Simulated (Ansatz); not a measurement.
InSb (zinc blende), relaxed and computed with several functionals in Ansatz (plane waves, PAW).

| functional | a (Å) | gap (eV) | B₀ by P(V) fit (GPa) |
|---|---|---|---|
| HSE06 | 6.547 | 0.29 | 44.4 |
| r²SCAN | 6.556 | none | 43.5 |
| PBE | ? | ? | ? |

Q: Complete the blanks.

A: 
- PBE, a (Å): 6.635
- PBE, gap (eV): none
- PBE, B₀ by P(V) fit (GPa): 36.7

All cells were relaxed under the symmetry of their starts (and spin orders); stability against distortions was not tested throughout. Scalar-relativistic: spin–orbit coupling is off unless named, which matters more the heavier the elements.

Potentials: the later of the program's two PAW sets.

Ansatz (a quantum-chemistry and plane-wave program) is a plane-wave DFT program.
